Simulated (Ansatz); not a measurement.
SiCl4 on the (100) surface of Si3N4, space group P6_3/m (No. 176), its top face closed with Cl (H on the anions), its bottom face closed with Cl (H on the anions) (top face towards +c; held atoms: 1, 2, 3, 4, 5, 6, 7, 8, 9, 10, 11, 12, 13, 14), one molecule per 44.4 Å². Starting structure (heteroatom down, lowest atom Cl over a top Cl site; the molecule's atoms stand last):

```xyz
41
Lattice="5.8226 0.0000 0.0000 0.0000 7.6192 0.0000 0.0000 0.0000 30.1829" Properties=species:S:1:pos:R:3 pbc="T T T"
Si    2.1835    4.0309   10.0575
Si    5.0948    4.0309   10.0575
N     0.7278    0.0000   10.5386
N     3.6391    0.0000   10.5386
N     0.7278    4.8389   10.5610
N     3.6391    4.8389   10.5610
N     2.1835    2.4388   10.7582
N     5.0948    2.4388   10.7582
Si    0.7278    1.5988   11.2062
Si    3.6391    1.5988   11.2062
Si    0.7278    6.2417   11.5894
Si    3.6391    6.2417   11.5894
N     2.1835    6.2097   12.5409
N     5.0948    6.2097   12.5409
N     0.7278    1.4078   12.9309
N     3.6391    1.4078   12.9309
Si    2.1835    1.3406   13.8873
Si    5.0948    1.3406   13.8873
Si    2.1835    5.9759   14.2683
Si    5.0948    5.9759   14.2683
N     0.7278    5.1265   14.7228
N     3.6391    5.1265   14.7228
N     2.1835    2.7277   14.9497
N     5.0948    2.7277   14.9497
N     2.1835   -0.0488   14.8914
N     5.0948   -0.0488   14.8914
Si    0.7278    3.5418   15.4117
Si    3.6391    3.5418   15.4117
Cl    2.1835    3.8739    8.0150
Cl    5.0948    3.8739    8.0150
H     0.7278    7.4758    9.5352
H     3.6391    7.4758    9.5352
H     2.1835    0.0991   15.8960
H     5.0948    0.0991   15.8960
Cl    0.7278    3.7252   17.4560
Cl    3.6391    3.7252   17.4560
Si    0.7278    3.7252   22.0260
Cl    2.0665    2.3573   22.7027
Cl    1.2431    5.5685   22.7027
Cl   -1.1261    3.2497   22.7027
Cl    0.7278    3.7252   19.9960
```

Theory: DFT PBE+D3(BJ), scalar-relativistic, plane waves, PAW (Ansatz 0.2.0). Settings: cutoff 420 eV, Γ-centred mesh 3×2×1 on the computed 41-atom cell, Gaussian smearing of 0.05 eV; no spin polarisation. A dipole correction removes the field between periodic images along c.

E_ads is per molecule, from the clean relaxed slab and the free relaxed molecule; negative means bound; no zero-point or thermal terms, forces under 0.04 eV/Å, and the free molecule is spin-polarised where open-shell. Heights count from the highest slab atom.

**Question.** How strongly does it adsorb?

**Answer.** -0.24 eV.

**Question.** Does the molecule survive, and how close does it come to the surface?

**Answer.** It stays whole. Its lowest atom lies 3.24 Å over the highest slab atom; shortest contacts Cl–Cl 3.56 Å.

**Question.** How does the dipole along +c change?

**Answer.** The dipole changes by -0.027 e·Å a cell.

Each end is the local minimum that its start leads to.